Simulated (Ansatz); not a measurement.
Bcc Mo (110), 5 layers, DFT, PBE, PAW with Ansatz's default frozen-core files, scalar-relativistic (Ansatz 0.2.0), on 2 threads of Intel(R) Xeon(R) Platinum 8488C (Sapphire Rapids) (shared host).

Command: `ansatz run input.yaml --threads 2 --pin off --max-ram 4096MiB --backend cpu --events-out ev --progress --plain --runs-dir out`

```yaml
crystal:
  lattice:
    - [2.7373676766, 0.0, 0.0]
    - [-0.9124558922, 2.5808149956, 0.0]
    - [0.0, 0.0, 24.9402]
  atoms:
    - { symbol: Mo, position: [0.0, 0.0, 0.3245207406] }
    - { symbol: Mo, position: [0.5, 0.5, 0.4098676226] }
    - { symbol: Mo, position: [0.0, 0.0, 0.4999999999] }
    - { symbol: Mo, position: [0.5, 0.5, 0.5901323776] }
    - { symbol: Mo, position: [0.0, 0.0, 0.6754792593] }
kpoints:
  mp_grid: { grid: [13, 13, 1] }
scf:
  occupations: { method: fermi_dirac, width: 0.1 }
hamiltonian:
  xc: pbe
  pseudopotentials: { kind: paw }
output:
  forces: true
  stress: true
  eigenvalues: true
  core_levels:
    shells: { Mo: ["3d"] }
    counted_from: fermi_level
    add_spin: false
```

(1) How large is the problem that the program sets up?

(2) About how long does it take, and how much memory?

Answers

(1) 49 irreducible k-points, 3489 plane waves at Γ, 42 bands.

(2) 64 s of wall time for 7 SCF iterations, with a peak of 0.72 GiB. Times on shared machines scatter by tens of per cent.
